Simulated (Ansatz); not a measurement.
Input for Ansatz (plane-wave DFT, PAW):

```yaml
crystal:
  lattice:
    - [0.0, 2.9718769539, 2.9718769539]
    - [2.9718769539, 0.0, 2.9718769539]
    - [2.9718769539, 2.9718769539, 0.0]
  atoms:
    - { symbol: Cd, position: [0.0, 0.0, 0.0] }
    - { symbol: Se, position: [0.75, 0.75, 0.75] }
basis:
  ecutwfc: 500
kpoints:
  mp_grid: { grid: [8, 8, 8] }
hamiltonian:
  xc: r2scan
scf:
  occupations: { method: gaussian, width: 0.02 }
output:
  forces: true
  stress: true
  eigenvalues: true
```

Run as
```bash
ansatz run input.yaml --threads 1 --pin off --max-ram 2560MiB --backend cpu --events-out ev --progress --plain --runs-dir out
```

Computed with Ansatz, DFT r2SCAN, scalar-relativistic, plane waves, PAW.

Abridged output (iterations and final results):

```
SCF iter   1: F=—  HF=-13747.734701 eV  |F-HF|=—  |Δ(HF+E_count)|=         —  Δρ=5.41e-3  dr2=9.32e-3  dr2_τ=1.63e-2  ethr=1.77e-3  ⟨swp⟩=6.1  Hψ=2801  notcnv=0
SCF iter   2: F=—  HF=-13747.745625 eV  |F-HF|=—  |Δ(HF+E_count)|=   1.09e-2  Δρ=2.59e-3  dr2=1.27e-3  dr2_τ=4.11e-4  ethr=2.59e-5  ⟨swp⟩=2.9  Hψ=1458  notcnv=0
SCF iter   3: F=—  HF=-13747.746452 eV  |F-HF|=—  |Δ(HF+E_count)|=   8.27e-4  Δρ=9.13e-4  dr2=2.14e-4  dr2_τ=2.28e-5  ethr=3.53e-6  ⟨swp⟩=3.0  Hψ=1247  notcnv=0
SCF iter   4: F=—  HF=-13747.746544 eV  |F-HF|=—  |Δ(HF+E_count)|=   9.18e-5  Δρ=9.27e-5  dr2=3.71e-6  dr2_τ=1.91e-7  ethr=5.94e-7  ⟨swp⟩=2.0  Hψ=1160  notcnv=0
SCF iter   5: F=—  HF=-13747.746545 eV  |F-HF|=—  |Δ(HF+E_count)|=   9.03e-7  Δρ=3.55e-5  dr2=3.69e-7  dr2_τ=2.38e-8  ethr=1.03e-8  ⟨swp⟩=2.0  Hψ=1132  notcnv=0
SCF iter   6: F=-13747.746545 eV  HF=-13747.746545 eV  |F-HF|=3.64e-12  |Δ(HF+E_count)|=   1.26e-7  Δρ=8.77e-6  dr2=3.51e-8  dr2_τ=2.36e-9  ethr=2.78e-10  ⟨swp⟩=5.0  Hψ=2820  notcnv=0
SCF 1 converged in 6 iterations: F = -13747.746545 eV  dr2 = 3.51e-8
SCF converged after 6 iterations
Free energy (F): -13747.746545 eV
Harris-Foulkes:  -13747.746545 eV  (|F-HF|=3.64e-12)
Internal energy: -13747.746545 eV  (E = F + TS)
E sigma→0 (E₀):  -13747.746545 eV
Fermi energy:    8.847946 eV
--- Per-component energies (eV) ---
  E_band       = -897.122038
  E_kinetic    = 626.551176
  E_local      = -6216.251249  (includes V_loc(G=0)·N_el)
  E_nonlocal   = -561.113167
  E_hartree    = 2969.016831
  E_xc         = -267.878671
  E_vxc        = -353.405854  (∫ρ·V_xc dr)
  E_paw        = -6030.774204  (= ΣΔE_a)
  E_vpaw       = -353.490601  (= ΣTr[D̂ρ^β])
  E_aug_tail   = -0.000197  (compensation charges beyond the density's cutoff)
  E_vtau       = 22.563732  (kinetic-family band-sum trace: ∫τ·v_τ [+ j·A + Jᵃ·Aᵃ] dr)
  E_ewald      = -4264.967523
  E_core_change = -2.329541  (= ΣΔE_core)
  E_smearing   =  0.000000  (= −TS)
--- Forces (eV/Å), atoms counted from 1 ---
  atom   1  Cd     0.00000000     0.00000000     0.00000000
  atom   2  Se     0.00000000     0.00000000     0.00000000
--- Stress (GPa, compression-positive) ---
        6.029663       0.000000       0.000000
        0.000000       6.029663       0.000000
        0.000000       0.000000       6.029663
  P = ⅓ Tr σ = 6.0297 GPa (60.297 kbar)
--- Band table (eV; the first three rows and the last of 29) ---
  k-point 0: bands = ["-96.3311", "-56.4923", "-56.4923", "-56.4923", "-39.2913", "-39.2913", "-39.2913", "-39.2855", "-39.2855", "-5.2129", "-0.2344", "-0.2344", "-0.2344", "0.2473", "0.2473", "8.2245", "8.2245", "8.2245", "9.4710", "14.7068", "14.7068", "14.7068"]
  k-point 1: bands = ["-96.3311", "-56.4924", "-56.4923", "-56.4923", "-39.2914", "-39.2913", "-39.2913", "-39.2855", "-39.2855", "-5.1485", "-0.2128", "-0.2128", "-0.1786", "0.2461", "0.2461", "7.0445", "8.0804", "8.0804", "10.3980", "14.4810", "14.9336", "14.9336"]
  k-point 2: bands = ["-96.3311", "-56.4925", "-56.4923", "-56.4923", "-39.2914", "-39.2913", "-39.2913", "-39.2855", "-39.2855", "-4.9912", "-0.1652", "-0.1652", "0.0166", "0.2499", "0.2499", "5.4035", "7.7622", "7.7622", "11.1259", "14.7516", "15.2608", "15.2608"]
  k-point 28: bands = ["-96.3311", "-56.4927", "-56.4926", "-56.4925", "-39.2915", "-39.2914", "-39.2913", "-39.2855", "-39.2854", "-4.6266", "-0.0039", "0.0172", "0.2045", "0.2488", "0.8553", "3.9018", "5.6750", "5.6808", "13.7391", "14.0640", "15.4264", "16.2713"]
```

The calculation finished and met its thresholds.

The run took 16 s on 1 thread of Intel(R) Xeon(R) Processor @ 2.50GHz (Skylake/Cascade Lake) (shared host), peak memory 0.51 GiB.